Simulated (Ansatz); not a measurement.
# NaPt (P-6m2), axial (c/a) deformation path

Method: DFT PBEsol, scalar-relativistic, plane waves, PAW (Ansatz). Cutoff 420 eV, Γ-centred 21×21×12 k-points, Gaussian smearing of 0.15 eV. Spin–orbit coupling is left out, which can shift energies with elements as heavy as these. No spin polarisation. Energies are free energies at this smearing, counted from the undisturbed cell; pressure is positive in compression.

The starting cell (as given, not relaxed at this level; it stands at -4.9 GPa, and it needn't be the usual structure):

```yaml
crystal:
  lattice:
    - [2.85097, 0.00000, 0.00000]
    - [-1.42548, 2.46901, 0.00000]
    - [0.00000, 0.00000, 4.88983]
  atoms:
    - { symbol: Na, position: [0.66667, 0.33333, 0.50000] }
    - { symbol: Pt, position: [0.33333, 0.66667, 0.00000] }
```

At fixed volume and fractional coordinates, lengths along (0.000, 0.000, 1.000) are scaled against those across it; ρ is that ratio over its starting value. The cell is metallic on the mesh throughout.

```tsv
ρ	ΔE (meV/atom)	pressure (GPa)
0.850	163.8	-3.8
0.920	57.3	-4.9
0.960	20.2	-5.1
1.000	0.0	-4.9
1.050	?	?
1.100	19.1	-2.9
1.200	?	?
```

Question: Give the withheld values.

Answer: ΔE (meV/atom) at ρ = 1.050: -2.4; pressure (GPa) at ρ = 1.050: -4.2; ΔE (meV/atom) at ρ = 1.200: 127.3; pressure (GPa) at ρ = 1.200: 1.4.